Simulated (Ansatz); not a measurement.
CdO:
```cif
data_CdO
_chemical_formula_sum 'Cd1 O1'
_space_group_name_H-M_alt 'P 1'
_space_group_IT_number 1
_cell_length_a 2.88120
_cell_length_b 2.88120
_cell_length_c 2.88120
_cell_angle_alpha 90.000
_cell_angle_beta 90.000
_cell_angle_gamma 90.000
loop_
_space_group_symop_operation_xyz
  'x, y, z'
loop_
_atom_site_label
_atom_site_type_symbol
_atom_site_fract_x
_atom_site_fract_y
_atom_site_fract_z
_atom_site_occupancy
Cd1 Cd 0.00000 0.00000 0.00000 1
O1 O 0.50000 0.50000 0.50000 1
```

Relaxed with PBEsol.

**Question.** Decompose the optical modes at the zone centre into irreducible representations, and say which are infrared and Raman allowed.

**Answer.** Point group m-3m: Γ_opt = T1u. Infrared: T1u. Raman: none.

**Question.** Assign frequencies (DFPT, PBEsol in the plane-wave PAW code Ansatz).

**Answer.** T1u 127 cm⁻¹.

Space group Pm-3m (CsCl type). The start of the workflow was typed in or built on a structure type; neither database checked (COD, Materials Project) lists it. It is not the phase usual at ambient conditions (space group No. 225). The cell was relaxed with PBEsol under the symmetry of its start. At this level the phase is mechanically unstable. As this level gives no gap, phonon frequencies hold no LO–TO term and depend on the k-mesh and smearing (Fermi–Dirac, 0.1 eV here).

Potentials: the later of the program's two PAW sets.
